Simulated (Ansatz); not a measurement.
Put Ga3O2 in Fmm2 (No. 42): Ga on 4a and 8b; O on 8c.

Method: DFT PBE, scalar-relativistic, plane waves, PAW (Ansatz). Cutoff 420 eV, Γ-centred mesh, Gaussian smearing, no spin polarisation.

The zero of energy is the elements' standard structures at the same level (O₂ as a molecule); no fitted shifts are applied.

Task: Predict the relaxed structure.

Result:

Space group Fmm2 (No. 42). a = 5.982 Å, b = 6.360 Å, c = 8.495 Å, α = 90.00°, β = 90.00°, γ = 90.00°
| atom | site | symmetry | x | y | z |
| --- | --- | --- | --- | --- | --- |
| Ga | 4a | mm2 | 0.5000 | 0.0000 | 0.6391 |
| Ga | 8b | ..2 | 0.2500 | 0.2500 | 0.8314 |
| O | 8c | m.. | 0.5000 | 0.2842 | 0.9743 |

Ga on a site of symmetry mm2 is surrounded by 2 O at 1.96 Å; Ga on a site of symmetry 2 has 2 O at 1.94 Å; O is surrounded by 3 Ga at 1.94–1.96 Å. Another local minimum with the same sites may exist.

Task: And its energy and gap?

Result: The formation energy is −0.95 eV/atom and the gap on the 10×10×10 mesh of the 5-atom cell is 0 eV (a metal). Whether it is stable depends on the other phases of the system, which aren't compared here.

The last run used Gaussian smearing of 0.10 eV. An odd number of electrons in the primitive cell allows no gap without spin; a larger cell or a magnetic state could open one. A structure relaxed within its symmetry needn't be a true minimum.
